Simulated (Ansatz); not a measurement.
LuTe:
```yaml
crystal:
  lattice:
    - [0.00000, 2.97484, 2.97484]
    - [2.97484, 0.00000, 2.97484]
    - [2.97484, 2.97484, 0.00000]
  atoms:
    - { symbol: Te, position: [0.50000, 0.50000, 0.50000] }
    - { symbol: Lu, position: [0.00000, 0.00000, 0.00000] }
```

Relaxed with PBEsol. Special points in fractions of this cell's reciprocal vectors: Γ (0.000, 0.000, 0.000); X (0.500, 0.000, 0.500); U (0.625, 0.250, 0.625); K (0.375, 0.375, 0.750); L (0.500, 0.500, 0.500); W (0.500, 0.250, 0.750).

Task: List the band energies nearest the Fermi level at these points for the program Ansatz at the PBEsol with spin–orbit coupling level (PAW).

Result: In eV from the Fermi level; about four levels below and three above (degenerate sets whole), none deeper than 8.9 eV; points with the same levels are listed once.

| k | below | above |
|---|---|---|
| Γ | -0.35 -0.35 -0.35 -0.35 -0.18 -0.18 | 0.48 0.48 0.48 0.48 |
| X | -3.23 -3.23 -2.14 -2.14 | 0.15 0.15 1.52 1.52 |
| U | -4.01 -4.01 -0.71 -0.71 | 1.67 1.67 2.38 2.38 |
| L | -4.59 -4.59 -4.21 -4.21 | 1.42 1.42 1.83 1.83 |
| W | -5.11 -5.11 -4.89 -4.89 | 0.72 0.72 1.00 1.00 1.00 1.00 |

Space group Fm-3m (rock salt). The workflow started from an entry of the Crystallography Open Database (COD). Its standing as an ambient phase is unchecked. The PBEsol relaxation kept the symmetry of its start; whether a distortion lowers the energy is not shown. With an odd number of electrons in the cell and no spin polarisation, the count alone makes it a metal.

Potentials: the later of the program's two PAW sets.
